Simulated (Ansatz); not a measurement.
## Debugging a calculation of Ti5Si

Someone meant to compute Ti5Si with PBE, plane waves and PAW in Ansatz and wrote this input.

```yaml
crystal:
  lattice:
    - [2.5228393509, 1.4565619783, 4.4409048145]
    - [-2.5228393509, 1.4565619783, 4.4409048145]
    - [0.0, -2.9131239567, 4.4409048145]
  atoms:
    - { symbol: Ti, position: [0.15143967, 0.15143967, 0.15143967] }
    - { symbol: Ti, position: [0.60535, 0.39465, 0.0] }
    - { symbol: Ti, position: [0.0, 0.60535, 0.39465], spin: 2.0 }
    - { symbol: Ti, position: [0.84856033, 0.84856033, 0.84856033] }
    - { symbol: Ti, position: [0.39465, 0.0, 0.60535] }
    - { symbol: Si, position: [0.5, 0.5, 0.5] }
basis:
  ecutwfc: 420
kpoints:
  mp_grid: { grid: [12, 12, 12] }
hamiltonian:
  xc: pbe
scf:
  occupations: { method: gaussian, width: 0.1 }
output:
  forces: true
  stress: true
  eigenvalues: true
  populations: true
magnetization:
  spin_polarized: false
```

Command:

```bash
ansatz run input.yaml --threads 1 --pin off --max-ram 2560MiB --backend cpu --events-out ev --progress --plain --runs-dir out
```

The program printed:

```text
Error: inconsistent input (magnetization.spin_polarized): false but per-atom `spin:`, `per_species`, `initial_magnetization`, `magnetic_field`, or `spin_locking` is set
```

Problem. What is the cause?
A. No empty bands beside a smearing
B. Fixed occupations on a metal
C. A Hubbard U on a shell that the atom lacks
D. A cutoff far under the potentials' need
E. Starting moments without spin polarisation

Solution. E. Moments need two spin channels. The cure is the moments removed, as this run is meant to be without spin (a magnetic crystal would need spin polarisation switched on instead).

The change to the input:

```diff
 crystal:
   atoms:
-    - { symbol: Ti, position: [0.0, 0.60535, 0.39465], spin: 2.0 }
+    - { symbol: Ti, position: [0.0, 0.60535, 0.39465] }
-magnetization:
-  spin_polarized: false
```

Result of the mended run: a pressure of 0.02 GPa, a largest force of 0.027 eV/Å, no gap.

The mended run took 74 s on 1 thread of Intel(R) Xeon(R) Platinum 8259CL CPU @ 2.50GHz (Skylake/Cascade Lake) (shared host), peak memory 0.79 GiB.